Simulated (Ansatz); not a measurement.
Ag2WCl6: reading a single point

```yaml
crystal:
  lattice:
    - [0.00000, 4.73411, 4.73411]
    - [4.73411, 0.00000, 4.73411]
    - [4.73411, 4.73411, 0.00000]
  atoms:
    - { symbol: W, position: [0.00000, 0.00000, 0.00000] }
    - { symbol: Ag, position: [0.25000, 0.25000, 0.25000] }
    - { symbol: Ag, position: [0.75000, 0.75000, 0.75000] }
    - { symbol: Cl, position: [0.23120, 0.76880, 0.76880] }
    - { symbol: Cl, position: [0.76880, 0.23120, 0.76880] }
    - { symbol: Cl, position: [0.76880, 0.23120, 0.23120] }
    - { symbol: Cl, position: [0.23120, 0.76880, 0.23120] }
    - { symbol: Cl, position: [0.76880, 0.76880, 0.23120] }
    - { symbol: Cl, position: [0.23120, 0.23120, 0.76880] }
```

The numbers come from plane-wave PAW DFT (Ansatz): PBE, no spin polarisation, 420 eV, 6×6×6 Γ-centred k points, fermi-dirac occupations (width 0.1 eV). Nothing was relaxed.

Problem. Metal or insulator?

Solution. It is a metal, with about 4.3 states/eV a cell as the mean within 0.25 eV of the Fermi level, mostly W d (47 %), Ag s (29 %) and Cl p (18 %).

Problem. How is the charge shared?

Solution. Bader charges in e: Ag +0.52, W +2.11, Cl -0.53. In the mean W gives up most and Cl takes most.

Problem. What does the stress say?

Solution. The pressure is 11.8 GPa (compression positive), so with the atoms held at these fractions the cell would first expand; the forces are large, so a full relaxation may end otherwise.

Problem. Which atom feels the largest force, and which way?

Solution. The largest is on Cl7 (and as large on other atoms): 3.59 eV/Å, components (0.00, 3.59, 0.00). It makes 180° with the line to a nearest neighbour, W1 at 2.19 Å, pointing away from it.

Problem. What is the formation energy?

Solution. -0.30 eV an atom against the elements' usual phases (free molecules for gases, crystals otherwise, with no correction for O₂ or N₂), so it is bound against them; other compounds may still compete. Relaxing would lower it.

Origin: a known structure type with other elements, at an estimated volume, so it need not be a known compound. Caveats: many states at the Fermi level without spin polarisation, so a magnetic state may lie lower; the Fermi level lies in a narrow band between gaps, which spin or distortion may split; atoms or cell far from equilibrium.
